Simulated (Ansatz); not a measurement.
The relaxed structure here is a generated cell of PtSe2: the first start was made by placing the elements on the sites of a structure type, and the end was not matched to a known phase here, so it may be hypothetical. Known forms of PtSe2 include space group No. 164.

The end point of a relaxation of PtSe2. Space group P3₁21 (No. 152). Method: PBE (plane waves to 420 eV, PAW, scalar-relativistic; Ansatz, an electronic-structure program).

```cif
data_Pt3Se6
_chemical_formula_sum 'Pt3 Se6'
_space_group_name_H-M_alt 'P3121'
_space_group_IT_number 152
_space_group_name_Hall 'P 31 2"'
_cell_length_a 5.32427
_cell_length_b 5.32427
_cell_length_c 8.63321
_cell_angle_alpha 90.000
_cell_angle_beta 90.000
_cell_angle_gamma 120.000
loop_
_atom_site_label
_atom_site_type_symbol
_atom_site_symmetry_multiplicity
_atom_site_Wyckoff_symbol
_atom_site_fract_x
_atom_site_fract_y
_atom_site_fract_z
_atom_site_occupancy
Pt1 Pt 3 b 0.42067 0.42067 0.50000 1
Se1 Se 6 c 0.31300 0.06074 0.04958 1
```

```yaml
volume_per_atom: 23.55 Å³
band_gap: 0.13 eV, direct at L (no spin-orbit coupling)
shortest_distances: Pt–Se 2.46 Å; Se–Se 2.48 Å
k-mesh: 10×10×6
```

Band energies at high-symmetry points (eV from the VBM; labels of this space group; no spin-orbit coupling), from −5 eV up to 5.1 eV:

```tsv
point	energies
Γ	-4.90 -4.90 -3.98 -3.98 -3.97 -3.81 -3.48 -3.12 -3.12 -2.90 -2.58 -2.58 -2.05 -2.01 -1.56 -1.36 -1.36 -0.84 -0.84 -0.58 -0.58 -0.32 0.20 1.15 1.15 1.48 2.60 2.60 3.37 3.66 3.66
M	-4.89 -4.86 -4.47 -4.40 -3.92 -3.60 -3.50 -3.06 -2.79 -2.71 -2.59 -2.25 -1.87 -1.82 -1.69 -1.61 -1.33 -1.29 -1.19 -0.77 -0.72 -0.17 1.00 1.20 1.59 2.07 2.11 2.37 4.25 5.07
K	-4.24 -4.24 -3.92 -3.92 -3.37 -3.18 -3.18 -2.72 -2.32 -2.32 -1.90 -1.78 -1.78 -1.21 -1.21 -1.14 -1.13 -0.76 -0.24 -0.24 0.67 0.95 0.95 1.99 1.99 2.70 4.45
A	-4.97 -4.85 -4.85 -4.51 -3.95 -3.95 -3.68 -3.68 -3.13 -3.13 -2.96 -2.28 -2.28 -2.07 -1.96 -1.55 -1.55 -1.15 -1.09 -1.09 -0.54 -0.54 -0.46 0.80 0.80 1.20 1.53 1.53 2.95 3.97 3.97 4.50
L	-4.51 -4.29 -4.12 -3.83 -3.74 -3.64 -3.15 -2.96 -2.68 -2.49 -2.24 -2.02 -1.90 -1.80 -1.69 -1.58 -0.96 -0.85 -0.73 -0.64 0.00 0.13 1.47 1.96 1.98 2.23 2.25 4.50 4.62
H	-4.40 -4.40 -4.23 -3.66 -3.47 -3.47 -3.29 -3.10 -3.10 -2.59 -2.10 -2.10 -1.89 -1.79 -1.79 -1.39 -1.03 -1.03 -0.46 -0.46 -0.38 1.31 1.36 1.36 1.96 1.96 2.20 5.11 5.11
```

The relaxed cell holds bonded Se–Se pairs (2.48 Å). No spin polarisation in the result. Without spin-orbit coupling the bands of the heavy element are not split, so the gap can be far off.

The run could not lose the symmetry of its start, so the end can be a saddle point.
